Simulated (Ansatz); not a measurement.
HfSiSe (space group P4/nmm)

```yaml
crystal:
  lattice:
    - [3.55189, 0.00000, 0.00000]
    - [0.00000, 3.55189, 0.00000]
    - [0.00000, 0.00000, 8.17422]
  atoms:
    - { symbol: Hf, position: [0.00000, 0.50000, 0.74369] }
    - { symbol: Hf, position: [0.50000, 0.00000, 0.25631] }
    - { symbol: Si, position: [0.00000, 0.00000, 0.00000] }
    - { symbol: Si, position: [0.50000, 0.50000, 0.00000] }
    - { symbol: Se, position: [0.50000, 0.00000, 0.62057] }
    - { symbol: Se, position: [0.00000, 0.50000, 0.37943] }
```

The slice is a (010) plane (indices of the conventional cell) through the point (0.500, 0.000, 0.256) (fractional), spanned by u = [100] and v = [001] in vectors of this cell: u (3.55 Å) and v (8.17 Å, at 90° to u). It covers one period; positions are fractions (u, v).

These are LDA (plane waves to 420 eV, PAW, scalar-relativistic; Ansatz, a program for electronic structure) values and carry that method's errors. k mesh 13×13×6. These are valence fields of a PAW run, semicore shells included where kept as valence: close to a nucleus they are smooth pseudo fields. HfSiSe is run without spin polarisation. HfSiSe was relaxed with its symmetry unable to fall. Spin-orbit coupling is left out, though Hf is heavy.

**Question.** The ELF has a maximum in the middle third of the Hf–Si line. Where, and how high?

**Answer.** 0.81, 1.8 Å from Hf.

**Question.** What is the ELF at the midpoint of the shortest Hf–Si line in this plane (2.75 Å)?

**Answer.** 0.4.

**Question.** What is the valence density on the shortest Hf–Si line in this plane (2.75 Å), at its midpoint?

**Answer.** 0.33 e/Å³.

**Question.** Predict the map of the valence electron density on the slice.

**Answer.** 
```tsv
v \ u	0.00	0.17	0.33	0.50	0.67	0.83
0.86	-0.5	-0.5	-0.4	-0.4	-0.4	-0.5
0.71	-0.9	-0.7	-0.5	-1.0	-0.5	-0.7
0.57	-1.1	-1.0	-0.8	-0.6	-0.8	-1.0
0.43	0.7	0.0	-0.5	-0.8	-0.5	0.0
0.29	0.4	-0.1	-0.7	-1.1	-0.7	-0.1
0.14	-0.5	-0.7	-0.9	-1.0	-0.9	-0.7
0.00	1.5	0.9	-0.6	-0.8	-0.6	0.9
```

Values: log₁₀ of the valence density in e/Å³. The scale is logarithmic, as a density can span decades between atoms and voids.
